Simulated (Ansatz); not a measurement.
**Question.** Name crystals whose computed values (DFT-HSE06 in the program Ansatz with PAW potentials) fall in these windows: B₀ by P(V) fit (GPa) 79 to 100; gap (eV) 1.7 to 2.4.

**Answer.** 

```tsv
crystal	B₀ by P(V) fit (GPa)	gap (eV)
LaN, wurtzite	88.2	2.13
CdSiP2, chalcopyrite	83.3	2.02
GaP, zinc blende	87.7	2.27
AlP, zinc blende	90.7	2.28
```
Others may fit too.

Standing as an ambient phase not checked: LaN, wurtzite. All cells were relaxed under the symmetry of their starts (and spin orders); stability against distortions was not tested throughout. Scalar-relativistic: spin–orbit coupling is off unless named, which matters more the heavier the elements.

Potentials: the later of the program's two PAW sets.
